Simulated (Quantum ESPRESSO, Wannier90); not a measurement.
# YSF (P4/nmm): Wannier90 run

```xyz
6
Lattice="3.7730 0.0000 0.0000 0.0000 3.7730 0.0000 0.0000 0.0000 6.8267" Properties=species:S:1:pos:R:3 pbc="T T T"
Y      0.0000     1.8865     1.5512
Y      1.8865     0.0000    -1.5512
S      0.0000     1.8865    -2.4196
S      1.8865     0.0000     2.4196
F      0.0000     0.0000     0.0000
F      1.8865     1.8865     0.0000
```

Materials Project entry mp-10086; symmetrised, unrelaxed at this level. Not found in the COD (Crystallography Open Database) copy used, which has the formula in other groups; not checked further. Method: PBEsol plane waves in Quantum ESPRESSO 7.5 (PseudoDojo norm-conserving files, 68 Ry, spinors with spin-orbit coupling), Bloch states on a 4×4×4 mesh through Γ, Wannier90 4.0.1. Density: 8×8×6 mesh, Gaussian smearing 0.01 Ry.

Bands 25-36 form an isolated set from -6.83 to -4.32 eV relative to the valence-band maximum (on the path) and are turned into 12 Wannier functions by minimising the spread from the start: atomic waves F 2p.

Centres (Cartesian, Å; one of the equivalent choices) and spreads:

```json
[
 {"n": "1", "x": "0.000", "y": "0.000", "z": "0.000", "spread (Å²)": "1.096", "nearest atom": "F5"},
 {"n": "2", "x": "0.000", "y": "0.000", "z": "0.000", "spread (Å²)": "1.370", "nearest atom": "F5"},
 {"n": "3", "x": "0.000", "y": "0.000", "z": "0.000", "spread (Å²)": "1.370", "nearest atom": "F5"},
 {"n": "4", "x": "0.000", "y": "0.000", "z": "0.000", "spread (Å²)": "1.096", "nearest atom": "F5"},
 {"n": "5", "x": "0.000", "y": "0.000", "z": "0.000", "spread (Å²)": "1.209", "nearest atom": "F5"},
 {"n": "6", "x": "0.000", "y": "0.000", "z": "0.000", "spread (Å²)": "1.209", "nearest atom": "F5"},
 {"n": "7", "x": "1.886", "y": "1.886", "z": "0.000", "spread (Å²)": "1.096", "nearest atom": "F6"},
 {"n": "8", "x": "1.886", "y": "1.886", "z": "0.000", "spread (Å²)": "1.370", "nearest atom": "F6"},
 {"n": "9", "x": "1.886", "y": "1.886", "z": "0.000", "spread (Å²)": "1.370", "nearest atom": "F6"},
 {"n": "10", "x": "1.886", "y": "1.886", "z": "0.000", "spread (Å²)": "1.096", "nearest atom": "F6"},
 {"n": "11", "x": "1.886", "y": "1.886", "z": "0.000", "spread (Å²)": "1.209", "nearest atom": "F6"},
 {"n": "12", "x": "1.886", "y": "1.886", "z": "0.000", "spread (Å²)": "1.209", "nearest atom": "F6"}
]
```

Ω_I = 14.50 Å², Ω_total = 14.70 Å²; the interpolated bands follow pw.x to 4.8 meV rms on the path. Only this start was tried; a symmetric start can stop on a saddle, and mixtures of these functions could lower the total by at most Ω_total − Ω_I.
